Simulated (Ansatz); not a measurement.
Problem. Each is relaxed and computed with r²SCAN (plane waves, PAW; program Ansatz). Which is the only one with a gap?
A) GePd, rock salt
B) BaAlSi, P-6m2 (Ba on 1a, Al on 1f, Si on 1d)
C) BaTe, rock salt
D) GaAs, rock salt

Solution. C, BaTe, rock salt. BaTe: gap 2.00 eV (indirect); GaAs: metal; GePd: metal; BaAlSi: metal. Constructed cells (a structure type filled with these elements, in neither database checked): GaAs, rock salt; GePd, rock salt. Not the usual ambient phase: GaAs, rock salt. Standing as an ambient phase not checked: BaAlSi, P-6m2 (Ba on 1a, Al on 1f, Si on 1d). Perhaps ordered models of mixed-site phases: BaAlSi, P-6m2 (Ba on 1a, Al on 1f, Si on 1d). Unstable at this level: GePd, rock salt. All cells were relaxed under the symmetry of their starts (and spin orders); stability against distortions was not tested throughout. Rows with no word on spin ran without spin polarisation. Spin–orbit coupling is left out wherever it is not named.

Potentials: the later of the program's two PAW sets.
